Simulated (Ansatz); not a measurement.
Given:

BP:
```yaml
crystal:
  lattice:
    - [3.20019, 0.00000, 0.00000]
    - [-1.60009, 2.77144, 0.00000]
    - [0.00000, 0.00000, 7.59164]
  atoms:
    - { symbol: B, position: [0.33333, 0.66667, 0.25000] }
    - { symbol: B, position: [0.66667, 0.33333, 0.75000] }
    - { symbol: P, position: [0.33333, 0.66667, 0.75000] }
    - { symbol: P, position: [0.66667, 0.33333, 0.25000] }
```

This is the PBE+D3(BJ)-relaxed structure.

All from DFT-PBE+D3(BJ) in the program Ansatz with PAW potentials, unless another level is named. Estimate the hole effective mass.

0.12, 1.6, 1.7 mₑ (principal values).

Next, the smallest direct gap on the standard path?

0.78 eV.

And the weight of the valence-edge state by species (Voronoi cells)?

P 85 %, B 15 %.

Next, the valence-band maximum?

on the K–Γ line, 14 % of the way from K.

Space group P6_3/mmc. A made-up cell: these elements were put on the sites of a structure type; neither database checked (COD, Materials Project) lists it. It is not the phase usual at ambient conditions (space group No. 216). The cell was relaxed with PBE+D3(BJ) under the symmetry of its start; phonons on a q-mesh show weakly imaginary modes.

Potentials: the later of the program's two PAW sets.
